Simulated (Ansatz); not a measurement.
Start of a relaxation of LuHf4O:

```
CELL_PARAMETERS angstrom
5.39454 0.00000 0.00000
-2.69727 4.67181 0.00000
0.00000 0.00000 4.46692
ATOMIC_POSITIONS crystal
Lu 0.00000 0.00000 0.00000
Hf 0.33333 0.66667 0.00000
Hf 0.50062 0.49938 0.50000
Hf 0.50062 0.00123 0.50000
Hf 0.99877 0.49938 0.50000
O 0.66667 0.33333 0.00000
```

Method: Ansatz, DFT PBE, scalar-relativistic, plane waves, PAW. Cutoff 420 eV, Gaussian smearing, Γ-centred meshes. Cell and atoms relax first on a coarse mesh and then on a finer one. In between, the cell is made exact in the group found at 0.06 Å. In metals the finer mesh still leaves noise of several meV/atom or more. The steps can't lower the symmetry of their start. No spin polarisation.

A guess keeps its type if space group and coordination stay and the shape of the cell changes little (axis ratios within about 15 %, angles within 6°); the volume may change.

Question: Will the relaxed cell still be of the starting type?

Answer: It doesn't keep its type. The symmetry stays P-6m2 (No. 187). The volume per atom grows by 21.0 %, from 18.8 to 22.7 Å³. The shortest distance goes from 2.69 Å (Hf–Hf) to 2.34 Å (Hf–O). The ratio c/a of the conventional cell changes by a factor of 0.54. Counting neighbours within 15 % of an atom's shortest distance, the start has Hf 8/12, Lu 18, O 12 and the end Hf 2/8, Lu 2, O 6. In detail, at the end Lu is surrounded by 2 Lu at 3.16 Å, 15 Hf at 3.88–4.07 Å and 3 O at 4.07 Å; Hf on a site of symmetry -6m2 has 6 Hf at 2.83 Å and 2 Hf at 3.16 Å; O is surrounded by 6 Hf at 2.34 Å; 1 more site not described.

```
Lu Hf O
1.0
     7.05080    0.00000    0.00000
    -3.52540    6.10618    0.00000
     0.00000    0.00000    3.16453
Lu Hf O
1 4 1
Direct
  0.00000 0.00000 0.00000
  0.33333 0.66667 0.00000
  0.52550 0.47450 0.50000
  0.52550 0.05100 0.50000
  0.94900 0.47450 0.50000
  0.66667 0.33333 0.00000
```

The last run used a 6×6×12 mesh (in the run's order of axes) for its 6-atom cell and Gaussian smearing of 0.10 eV. These runs have no spin–orbit coupling, which can matter for Hf. The cell is a metal run without spin; a magnetic state may lie lower. Symmetry constrained the relaxation, so the result can be a saddle point.

In counts of neighbours, a slash parts the counts of unlike sites.
